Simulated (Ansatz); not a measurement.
A generated cell, not matched to a known phase here, of TiAgTe₂: R-3m, hexagonal axes (No. 166), hR4; a = 3.7422 Å, b = 3.7422 Å, c = 22.6848 Å, α = 90.00°, β = 90.00°, γ = 120.00°; Ti 3a (0.000, 0.000, 0.000); Ag 3b (0.000, 0.000, 0.500); Te 6c (0.000, 0.000, 0.256). Level of theory: PBEsol (plane waves to 420 eV, PAW, scalar-relativistic; Ansatz, an electronic-structure program). Element references, the lowest calculated here: Te (P3₁21), Ag (Fm-3m), Ti (P6₃/mmc).

Question: Predict the formation energy of this R-3m form of TiAgTe2 from the elements from PBEsol.

Answer: -0.35 eV/atom.

Question: How does this cell stand against the other phases calculated?

Answer: It lies 0.19 eV/atom above their hull: TiAgTe2 → Ag + TiTe2 (TiTe2 P-3m1, Ag Fm-3m) releases that much. A lower structure of this composition may exist.

Hull of the energies calculated here, no anion corrections, zero temperature, no zero-point energy; an uncalculated phase could lie lower. Values are rounded to 0.01 eV/atom. Not shown to be the ambient phase of their composition (a lower form may be missing, and a cell relaxed within its start's symmetry can be a saddle point): TiAgTe2 (R-3m). Spin-orbit coupling is missing from these energies, which matters for elements this heavy. The compounds carry no spin polarisation.
